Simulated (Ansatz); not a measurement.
Input and command of a plane-wave DFT calculation in Ansatz:

```yaml
crystal:
  lattice:
    - [0.0, 3.83, 3.83]
    - [3.83, 0.0, 3.83]
    - [3.83, 3.83, 0.0]
  atoms:
    - { symbol: "Y", position: [0.5, 0.5, 0.5], spin: -0.42 }
    - { symbol: "Y", position: [0.75, 0.75, 0.75], spin: -0.42 }
    - { symbol: Mn, position: [0.125, 0.125, 0.125], spin: 3.24 }
    - { symbol: Mn, position: [0.625, 0.125, 0.125], spin: 3.24 }
    - { symbol: Mn, position: [0.125, 0.125, 0.625], spin: 3.24 }
    - { symbol: Mn, position: [0.125, 0.625, 0.125], spin: 3.24 }
basis:
  ecutwfc: 420
kpoints:
  mp_grid: { grid: [8, 8, 8] }
hamiltonian:
  xc: pbe
scf:
  occupations: { method: gaussian, width: 0.1 }
output:
  forces: true
  stress: true
  eigenvalues: true
  populations: true
  write_density: true
  write_potential: true
  elf: true
  volumetric_format: npy
magnetization:
  spin_polarized: true
```

```bash
ansatz run input.yaml --threads 1 --pin off --max-ram 2560MiB --backend cpu --events-out ev --progress --plain --runs-dir out
```

Processor: Arm Neoverse V2, 1 thread, on a host shared with other jobs.

Question: How long does it run, and how much memory does it take?

Answer: About 4.8 min on 1 thread of Arm Neoverse V2, with other jobs on the host, peak memory 1.2 GiB. It solves 58 bands at 29 k points (the mesh reduced by the symmetry that the task leaves, which can be less than the crystal's) with about 2133 plane waves, in 28 SCF iterations.
